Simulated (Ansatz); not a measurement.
SrCd (Pm-3m), an elastic constant from a strain scan

These are results of Ansatz 0.2.0, DFT PBEsol, scalar-relativistic, plane waves, PAW, not measurements. Cutoff 420 eV, Γ-centred 12×12×12 k-points, Gaussian smearing of 0.15 eV. No spin polarisation. Energies are free energies at this smearing, counted from the undisturbed cell; pressure is positive in compression.

Zero of the scan (as given, not relaxed at this level; it stands at -0.5 GPa, and it needn't be the usual structure):

```
Sr Cd
1.0
     4.00300    0.00000    0.00000
     0.00000    4.00300    0.00000
     0.00000    0.00000    4.00300
Sr Cd
1 1
Direct
  0.50000 0.50000 0.50000
  0.00000 0.00000 0.00000
```

The cell is strained by ε times the Voigt pattern (1, -1, 0, 0, 0, 0) (xx, yy, zz, yz, xz, xy; engineering shear) with fractional coordinates fixed. The cell holds 2 atoms in V0 = 64.14 Å³. The stress column is τ = (1/V0) dE/dε, got from the stress tensor σ (compression positive) at each point as −det(1 + εP) σ : P(1 + εP)⁻¹, with P the pattern as a tensor.

```
      ε  ΔE (meV/atom)  τ (GPa)
-0.1312         75.651   -5.928
-0.1125         54.962   -5.191
-0.0937         36.739   -4.449
-0.0750         21.870   -3.466
-0.0562         10.871   -2.374
-0.0375          4.000   -1.313
-0.0187          0.772   -0.462
 0.0000          0.000    0.000
 0.0187          0.772    0.462
 0.0375          4.000    1.313
 0.0562         10.871    2.374
 0.0750         21.870    3.466
 0.0937         36.739    4.449
 0.1125         54.962    5.191
 0.1312         75.651    5.928
 0.1500              ?        ?
```

Which combination of elastic constants does this scan measure, and how large is it?

For small ε, τ = τ0 + Kε with K = pᵀCp, which for this pattern is 2(C11 − C12) in the cubic axes. The parabola through τ at ε = -0.0187, 0 and 0.0187 has slope K = 24.7 GPa at zero. The energies per cell, E = NΔE, of the same two points give K = 2[E(ε₊)/ε₊ − E(ε₋)/ε₋]/[(ε₊ − ε₋)V0] = 22.1 GPa; a fourth-order term in the energy shifts the first figure twice as much as the second, so 2 × 22.1 − (24.7) = 19.4 GPa is a better limit for small strain, as far as the energies carry no numerical noise.

Predict the withheld row at ε = 0.1500 from the harmonic law, and compare.

ΔE = V0(τ0 ε + Kε²/2)/N = 55.680 meV/atom and τ = 3.71 GPa. The calculation gives 100.282 meV/atom and 7.25 GPa: the energy lies 44.60 meV/atom above the harmonic value.

In a metal these slopes depend on the k mesh and the smearing.